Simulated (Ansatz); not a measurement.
Candidates compared on computed values. The current through a thin insulator falls as exp(−2kd), with k the slowest decay constant of states in the gap.

α-quartz SiO2 serves as the reference. The Fermi level is put at mid-gap. Of the planes computed for each crystal, the one with the slowest decay is listed. Wanted: the thickness for 6 decades of attenuation, and how many decades a 1.0 nm film gains over the reference.

Computed with Ansatz, a plane-wave PAW program, with an older set of its potentials. plane, in the cell as filed, gap, decay constant k, slowest state: r²SCAN, complex band structure, on cells taken as filed or relaxed beforehand.

Whether these are the forms stable at ambient conditions was not checked: BaTiB2O6 (R-3, hR10); NaGaSi2O6 (C2/c, mS40); K2PtH4 (P4₂/mnm, tP14). Cells under pressure at the level used (negative: too large): BaTiB2O6 (R-3, hR10) −5 GPa, NaGaSi2O6 (C2/c, mS40) −7 GPa, LiF −5 GPa, LiH 4 GPa. Spin–orbit coupling is left out unless named; no shift is given for BaTiB2O6 (R-3, hR10), NaGaSi2O6 (C2/c, mS40), K2PtH4 (P4₂/mnm, tP14).

```
crystal                   plane, in the cell as filed  gap on the mesh (eV)  k at mid-gap (1/Å)  planes computed  slowest state
------------------------  ---------------------------  --------------------  ------------------  ---------------  -------------
BaTiB2O6 (R-3, hR10)                            (110)                  2.83               0.354                3           at Γ
KF (rock salt)                                  (001)                  6.94               0.497                3           at Γ
α-quartz SiO2, reference                        (111)                  6.61               0.496                2           at Γ
NaGaSi2O6 (C2/c, mS40)                          (110)                  4.92               0.396                1           at Γ
K2PtH4 (P4₂/mnm, tP14)                          (001)                  3.62               0.425                1          off Γ
LiF (rock salt)                                 (110)                  9.70               0.670                3          off Γ
LiH (rock salt)                                 (001)                  3.56               0.177                3           at Γ
```

The figures follow from the printed values by these rules: decades per nm = 2k × 10 Å/ln 10 = 8.686 k; thickness = 6/(decades per nm); extra decades of a 1.0 nm film = 1.0 × (row − reference).

Question: Compute decades per nm, thickness and decades beyond the reference for LiH, showing the steps.

Answer: 
decades per nm: 8.686 × 0.177 = 1.537; thickness: 6/1.537 = 3.90 nm; decades beyond the reference: 1.0 × (1.537 − 4.308) = −2.8.

Question: Which order results for decades per nm (highest first)?

Answer: The same steps for every row:

```csv
crystal,decades per nm,thickness (nm),decades beyond the reference
"BaTiB2O6 (R-3, hR10)",3.075,1.95,−1.2
KF (rock salt),4.317,1.39,0.0
"α-quartz SiO2, reference",4.308,1.39,0.0
"NaGaSi2O6 (C2/c, mS40)",3.440,1.74,−0.9
"K2PtH4 (P4₂/mnm, tP14)",3.692,1.63,−0.6
LiF (rock salt),5.820,1.03,1.5
LiH (rock salt),1.537,3.90,−2.8
```

Ranking by decades per nm, highest first: LiF (5.820 ± 0.35), KF (4.317 ± 0.26) ≈ α-quartz SiO2 (4.308 ± 0.26), K2PtH4 (P4₂/mnm, tP14) (3.692 ± 0.22) ≈ NaGaSi2O6 (C2/c, mS40) (3.440 ± 0.21), BaTiB2O6 (R-3, hR10) (3.075 ± 0.18), LiH (1.537 ± 0.092). The ± follows from allowances picked for this note (decay constant k 6 %), carried to first order and added in quadrature; ≈ joins neighbours closer than their two ± added in quadrature. 1 of the 6 others clearly beat the reference on this figure.

Question: How does decay constant k vary with gap across these crystals?

Answer: Decay constant k rises with gap in these rows (rank correlation 0.93 over 7 rows). The usual reason: in a two-band picture k at mid-gap grows as the square root of gap times mass.

The gaps are the functional's own, as a rule smaller than measured ones, and k shrinks with them; planes not computed could decay more slowly; interface matching and symmetry filtering by the electrodes are not included. Where several phases of a formula are at hand, those over 0.1 eV/atom above the lowest were not drawn (by r²SCAN where it compared them, else by the largest value; a layered or molecular lowest phase counts only with a dispersion term); other phases could lie lower still. Crystals of Pb, Bi, Tl or Hg, those whose gap spin–orbit coupling moves by over 0.3 eV, and those of Te, I or Sb with no such test at hand were not drawn. Rows are perfect crystals in the structures named, stable or not; films, defects and interfaces will differ. The rows are a sample and no shortlist: familiar crystals first, some related and some not, whatever their agreement with measurement; tables with many equal figures were not kept. Limits of the draw: gap over 1 eV, no layered crystals, primitive or conventional cells alone; no unfamiliar magnets, and cubic perovskites only if shown or known to be stable. As a rule kept out of such tables: 4f compounds, open-shell compounds run without a Hubbard term, cells found unstable in the tests at hand, cells close to a higher symmetry, and runs set to a pressure or over 12 % in volume from the crystal's fullest run.
